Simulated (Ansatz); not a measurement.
## Ansatz 0.2.0, relaxation: BaAs2P4

input.yaml:

```yaml
crystal:
  lattice:
    - [2.2237, 3.851559, 0.0]
    - [-2.2237, 3.851559, 0.0]
    - [0.0, -2.567706, 8.569521]
  atoms:
    - { symbol: P, position: [0.1438, 0.1438, 0.4314] }
    - { symbol: P, position: [0.8562, 0.8562, 0.5686] }
    - { symbol: P, position: [0.4423, 0.4423, 0.3269] }
    - { symbol: P, position: [0.5577, 0.5577, 0.6731] }
    - { symbol: Ba, position: [0.0, 0.0, 0.0] }
    - { symbol: As, position: [0.2436, 0.2436, 0.7308] }
    - { symbol: As, position: [0.7564, 0.7564, 0.2692] }
  symmetry: { tolerance: 0.0003 }
kpoints:
  mp_grid: { grid: [6, 6, 6], shift: [0, 0, 0] }
magnetization:
  spin_polarized: false
scf:
  occupations: { method: fermi_dirac }
  lower_state_search: "off"
hamiltonian:
  pseudopotentials: { kind: paw }
  xc: pbe
basis:
  ecutwfc: 420
  fft_grid_basis: typed
relax:
  max_steps: 40
output:
  forces: true
  stress: true
  eigenvalues: true
  bader: true
  populations: true
  elf: true
  write_potential: true
  volumetric_format: npy
  dos:
    e_range: [-12, 8]
    de: 0.05
    projected: { site_lists: { As: [As], Ba: [Ba], P: [P] } }
checkpoint:
  read: saved_state
```

Run with:

```bash
ansatz run input.yaml --threads 2 --pin off --max-ram 3584MiB --backend cpu --events-out ev --progress --plain --runs-dir out
```

Origin of the cell: a known structure type with other elements, at an estimated volume, so it need not be a known compound.

The smearing width isn't typed, so it takes its default of 0.1 eV.

The saved state is a converged single point of the same cell.

Steps:

```csv
step,ΔF (meV/atom),max force component (eV/Å),SCF iterations,step was
1,0.0,0.756,7,accepted
2,-50.3,0.748,6,accepted
3,-95.7,0.844,6,accepted
4,-131.8,0.716,6,accepted
5,-146.7,0.190,6,accepted
6,-155.5,0.124,7,accepted
7,-161.1,0.076,7,accepted
8,-159.0,0.219,7,rejected
9,-161.3,0.020,8,accepted
10,-161.4,0.006,6,accepted
```

Before:

Space group R-3m (No. 166); the run's cell has a = 4.447 Å, b = 4.447 Å, c = 8.946 Å, α = 104.39°, β = 104.39°, γ = 60.00°. Shortest distances: As–P 2.57 Å, P–P 2.72 Å, As–Ba 3.45 Å.

The relaxed structure.

Space group R-3m (No. 166); the run's cell has a = 4.447 Å, b = 4.447 Å, c = 8.946 Å, α = 104.39°, β = 104.39°, γ = 60.00°. Shortest distances: As–P 2.30 Å, P–P 2.57 Å, Ba–P 3.23 Å, As–Ba 3.30 Å.

```yaml
crystal:
  lattice:
    - [2.22370, 3.85156, 0.00000]
    - [-2.22370, 3.85156, 0.00000]
    - [0.00000, -2.56771, 8.56952]
  atoms:
    - { symbol: P, position: [0.16332, 0.16332, 0.48995] }
    - { symbol: P, position: [0.83668, 0.83668, 0.51005] }
    - { symbol: P, position: [0.40927, 0.40927, 0.22781] }
    - { symbol: P, position: [0.59073, 0.59073, 0.77219] }
    - { symbol: Ba, position: [0.00000, 0.00000, 0.00000] }
    - { symbol: As, position: [0.25288, 0.25288, 0.75865] }
    - { symbol: As, position: [0.74712, 0.74712, 0.24135] }
```

| Item | Value |
| --- | --- |
| Free energy lowered by | 161.4 meV/atom |
| Final pressure | 4.57 GPa |
| Relaxation steps listed | 10 |

Caveats: the SCF threshold is looser than advised for a stress; the relaxation held the start's symmetry, so the end may be a saddle point.

The run took 110 s on 2 threads of Arm Neoverse V1 (shared host), peak memory 0.52 GiB, from a saved density.
